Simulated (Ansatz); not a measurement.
LiCl (rock salt)

```xyz
2
Lattice="0.0000 2.5752 2.5752 2.5752 0.0000 2.5752 2.5752 2.5752 0.0000" Properties=species:S:1:pos:R:3 pbc="T T T"
Cl     0.0000     0.0000     0.0000
Li     2.5752     2.5752     2.5752
```

The slice is a {110} plane (indices of the conventional cell) through the point (0.500, 0.500, 0.500) (fractional), spanned by u = [100] and v = [1 -1 -1] in vectors of this cell: u (3.64 Å) and v (5.15 Å, at 90° to u). It covers one period; positions are fractions (u, v).

Computed with PBE (plane waves to 420 eV, PAW, scalar-relativistic; Ansatz, a program for electronic structure). k mesh 11×11×11. Near the nuclei the fields are pseudised (PAW); where an atom keeps semicore shells as valence, they peak there. LiCl was relaxed with its symmetry unable to fall.

Task: Sketch the valence electron density on this plane as a map.

Result: 
```
|@@#+==========+#@|
|%#*==-======-==*#|
|++==----------==+|
|====----------===|
|++===--------===+|
|++++==------==+++|
|***++==----==++**|
|###**+==--==+**##|
|%%##*++====++*##%|
|%%%##*+====+*##%%|
|*#%##*+====+*##%#|
| *%%#*+====+*#%%*|
|*#%##*+====+*##%#|
|%%%##*+====+*##%%|
|%%##*++====++*##%|
|###**+==--==+**##|
|***++==----==++**|
|++++==------==+++|
|++===--------===+|
|====----------===|
|++==----------==+|
|%#*==-======-==*#|
|@@#+==========+#@|
|@@%+==========+%@|
```
Scale: ten equal steps from -3.00 (start of ' ') to 0.97 (end of '@'), in the order ' .:-=+*#%@'. Values: log₁₀ of the valence density in e/Å³. The map has 17 points along u (one character each, u = 0 at the left) and 24 along v (v = 0 in the bottom row). The scale is logarithmic, as a density can span decades between atoms and voids; values under 0.001 e/Å³ are set to 0.001.
